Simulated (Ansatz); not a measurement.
## Fields on a plane of PbSe (rock salt)

```
CELL_PARAMETERS angstrom
      0.00000     3.08901     3.08901
      3.08901     0.00000     3.08901
      3.08901     3.08901     0.00000
ATOMIC_POSITIONS crystal
  Se 0.00000 0.00000 0.00000
  Pb 0.50000 0.50000 0.50000
```

The slice is a {100} plane (indices of the conventional cell) through the point (0.500, 0.500, 0.500) (fractional), spanned by u = [100] and v = [0 1 -1] in vectors of this cell: u (4.37 Å) and v (4.37 Å, at 90° to u). It covers one period; positions are fractions (u, v).

Atoms on it: Se at (0.50, 0.50); Pb at (0.00, 0.00).

Calculation: r2SCAN (plane waves to 500 eV, PAW, scalar-relativistic; Ansatz, a first-principles code). k mesh 9×9×9. Near the nuclei the fields are pseudised (PAW); where an atom keeps semicore shells as valence, they peak there. PbSe was relaxed with its symmetry unable to fall. Spin-orbit coupling is left out, though Pb is heavy.

```tsv
v \ u	0.00	0.08	0.17	0.25	0.33	0.42	0.50	0.58	0.67	0.75	0.83	0.92
0.92	x	0.14	0.42	0.34	0.17	0.12	0.14	0.12	0.17	0.34	0.42	0.14
0.83	0.37	0.42	0.39	0.24	0.24	0.45	0.56	0.45	0.24	0.24	0.39	0.42
0.75	0.39	0.34	0.24	0.28	0.60	0.75	0.77	0.75	0.60	0.28	0.24	0.34
0.67	0.20	0.17	0.24	0.60	0.78	0.80	0.77	0.80	0.78	0.60	0.24	0.17
0.58	0.06	0.12	0.45	0.75	0.80	0.60	x	0.60	0.80	0.75	0.45	0.12
0.50	0.04	0.14	0.56	0.77	0.77	x	x	x	0.77	0.77	0.56	0.14
0.42	0.06	0.12	0.45	0.75	0.80	0.60	x	0.60	0.80	0.75	0.45	0.12
0.33	0.20	0.17	0.24	0.60	0.78	0.80	0.77	0.80	0.78	0.60	0.24	0.17
0.25	0.39	0.34	0.24	0.28	0.60	0.75	0.77	0.75	0.60	0.28	0.24	0.34
0.17	0.37	0.42	0.39	0.24	0.24	0.45	0.56	0.45	0.24	0.24	0.39	0.42
0.08	x	0.14	0.42	0.34	0.17	0.12	0.14	0.12	0.17	0.34	0.42	0.14
0.00	x	x	0.37	0.39	0.20	0.06	0.04	0.06	0.20	0.39	0.37	x
```

Values: electron localisation function (ELF). Points within 0.5 Å of a nucleus are blanked (x), as the pseudised field means little there.

```
v \ u  0.00  0.12  0.25  0.38  0.50  0.62  0.75  0.88
-----  ----  ----  ----  ----  ----  ----  ----  ----
0.88    0.6   0.2  -0.5  -1.0  -1.0  -1.0  -0.5   0.2
0.75   -0.4  -0.5  -0.7  -0.5  -0.4  -0.5  -0.7  -0.5
0.62   -1.1  -1.0  -0.5   0.1   0.6   0.1  -0.5  -1.0
0.50   -1.4  -1.0  -0.4   0.6   1.7   0.6  -0.4  -1.0
0.38   -1.1  -1.0  -0.5   0.1   0.6   0.1  -0.5  -1.0
0.25   -0.4  -0.5  -0.7  -0.5  -0.4  -0.5  -0.7  -0.5
0.12    0.6   0.2  -0.5  -1.0  -1.0  -1.0  -0.5   0.2
0.00    1.0   0.6  -0.4  -1.1  -1.4  -1.1  -0.4   0.6
```

Values: log₁₀ of the valence density in e/Å³. The scale is logarithmic, as a density can span decades between atoms and voids.

The density on the Se–Pb line (3.09 Å) at its midpoint is 0.20 e/Å³ and the ELF at that point is 0.28. Element round which the density of the highest valence band (whole band, smooth part) is largest on this plane: Se.
